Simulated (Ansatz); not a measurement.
## Stationary points along a deformation path in CsH

The calculation used DFT r2SCAN, scalar-relativistic, plane waves, PAW (Ansatz). The runs took a 500 eV cutoff, a Γ-centred 8×8×8 mesh and Gaussian smearing (0.05 eV). No spin polarisation. Energies are free energies at this smearing, counted from the undisturbed cell; pressure is positive in compression.

The undisturbed cell (as given, not relaxed at this level; it stands at 0.0 GPa):

```
Cs H
1.0
     0.00000    3.18800    3.18800
     3.18800    0.00000    3.18800
     3.18800    3.18800    0.00000
Cs H
1 1
Direct
  0.00000 0.00000 0.00000
  0.50000 0.50000 0.50000
```

At fixed volume and fractional coordinates, lengths along (0.000, 0.000, 1.000) are scaled against those across it; ρ is that ratio over its starting value. V = 32.401 Å³/atom. Δσ is the stress along the axis less the mean stress across it (compression positive).

| ρ | ΔE (meV/atom) | Δσ (GPa) | space group |
| --- | --- | --- | --- |
| 0.707 | 280.0 | 14.84 | I4/mmm |
| 0.780 | 125.9 | 8.75 | I4/mmm |
| 0.850 | 48.3 | 4.85 | I4/mmm |
| 1.000 | 0.0 | 0.00 | Fm-3m |
| 1.200 | 42.9 | -3.27 | I4/mmm |
| 1.300 | 84.6 | -4.45 | I4/mmm |
| 1.414 | 142.2 | -5.74 | I4/mmm |

Problem. How does the stress give the slope of the energy, and where is the energy stationary?

Solution. Along the path d ln(length) is 2/3 d ln ρ on the axis and −1/3 d ln ρ across it, so dE/d ln ρ = −(2/3) V Δσ: the energy falls with ρ where Δσ is positive. Δσ vanishes or changes sign at ρ = 1.000 (Fm-3m), a minimum at 0.0 meV/atom. Pairs of stationary points between two samples would go unseen, and could change a minimum read from distant neighbours into a maximum. At ρ = 1.000 the cell is cubic, where symmetry alone makes the stress isotropic and the slope zero.